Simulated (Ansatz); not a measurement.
Polymorphs of V, each relaxed with PBE in the plane-wave PAW code Ansatz:

A: diamond (Fd-3m)
a = b = c = 5.4681 Å, α = β = γ = 90.00°

```csv
atom,site,symmetry,x,y,z
V,8b,-43m,0.5000,0.5000,0.5000
```

B: bcc (W type) (Im-3m)
a = 2.997 Å, b = 2.997 Å, c = 2.997 Å, α = 90.00°, β = 90.00°, γ = 90.00°

```csv
atom,site,symmetry,x,y,z
V,2a,m-3m,0.0000,0.0000,0.0000
```

Order them by energy per atom at 0 K (lowest first) at the level PBE.

B (+0 meV/atom), A (+2301 meV/atom)

Spin orders computed, not proven ground states: A ferromagnetic. Typed or built starts, not in the databases checked: A. Not the usual ambient phase: A. Began spin-polarised and lost the moments: B. All cells were relaxed under the symmetry of their starts (and spin orders); stability against distortions was not tested throughout.

Energies hold the estimated change up to a 700 eV cutoff; steps of a few meV lie near the error of the meshes.

Potentials: the earlier of the program's two PAW sets.
